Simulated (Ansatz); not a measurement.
## BiRh: pressure against volume

BiRh, P6_3/mmc, a = 4.130 Å, c = 5.691 Å. The structure is a COD entry; whether it is the stable form wasn't checked. Ansatz: r2SCAN, PAW, 500 eV, Γ-centred 12×12×8 mesh on 4 atoms, Gaussian smearing 0.10 eV; no spin polarisation. Shape and atoms are relaxed at each volume; pressure is positive in compression.

| V (Å³/atom) | P (GPa) |
| --- | --- |
| 18.494 | 22.57 |
| 19.125 | 15.28 |
| 19.755 | ? |
| 20.386 | 4.19 |
| 21.016 | 0.00 |
| 21.647 | -3.47 |
| 22.277 | -6.37 |
| 23.118 | -9.46 |

**Question.** Take V0 = 21.016 Å³/atom, fit the third-order Birch–Murnaghan form to the other rows, and predict the missing pressure.

**Answer.** With the Eulerian strain f = ½[(V0/V)^(2/3) − 1] and y = P/[3f(1 + 2f)^(5/2)], the form is the line y = B0 + 1.5 B0 (B0′ − 4) f. Rows (f, y): 0.04448, 136.7; 0.03244, 134.2; 0.01025, 129.5; -0.00976, 124.5; -0.01905, 122.8; -0.03079, 120.1. Means f = 0.004595, y = 127.97; Σ(Δf)² = 0.004415, ΣΔfΔy = 0.9809; the slope is their ratio. y = 126.9 + 222.1 f GPa, so B0 = 126.9 GPa and B0′ = 4 + 2 × (222.1)/(3 × 126.9) = 5.17. At V = 19.755, f = 0.02106, y = 131.58 and P = 9.22 GPa. The run gave 9.23 GPa, so the fit is 0.01 GPa too low, within twice the rms miss on the fitted rows (0.010 GPa).

Spin–orbit coupling is left out, which can shift energies with elements as heavy as these.

Cost: 8 runs of about 22 core-minutes in all, on Arm Neoverse V1 (shared hosts).